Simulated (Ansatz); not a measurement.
# Be: pressure against volume

Be, P6_3/mmc, a = 2.257 Å, c = 3.553 Å. Ansatz: PBEsol, PAW, 420 eV, Γ-centred 24×24×12 mesh on 2 atoms, Gaussian smearing 0.10 eV; no spin polarisation. Shape and atoms are relaxed at each volume; pressure is positive in compression.

```tsv
V (Å³/atom)	P (GPa)
6.898	19.51
7.133	13.62
7.368	8.47
7.604	?
7.839	-0.01
8.074	-3.49
8.309	-6.55
8.623	-10.06
```

Task: Take V0 = 7.839 Å³/atom, count pressures from its P0 = -0.01 GPa, fit the third-order Birch–Murnaghan form to the other rows, and predict the missing pressure.

Result: With the Eulerian strain f = ½[(V0/V)^(2/3) − 1] and y = (P − P0)/[3f(1 + 2f)^(5/2)], the form is the line y = B0 + 1.5 B0 (B0′ − 4) f. Rows (f, y): 0.04450, 118.1; 0.03247, 119.6; 0.02109, 120.9; -0.00975, 125.0; -0.01904, 126.2; -0.03079, 127.5. Means f = 0.006413, y = 122.88; Σ(Δf)² = 0.004638, ΣΔfΔy = -0.5872; the slope is their ratio. y = 123.7 − 126.6 f GPa, so B0 = 123.7 GPa and B0′ = 4 + 2 × (-126.6)/(3 × 123.7) = 3.32. At V = 7.604, f = 0.01025, y = 122.40 and P = 3.95 GPa. The run gave 3.95 GPa, the same to the digits shown.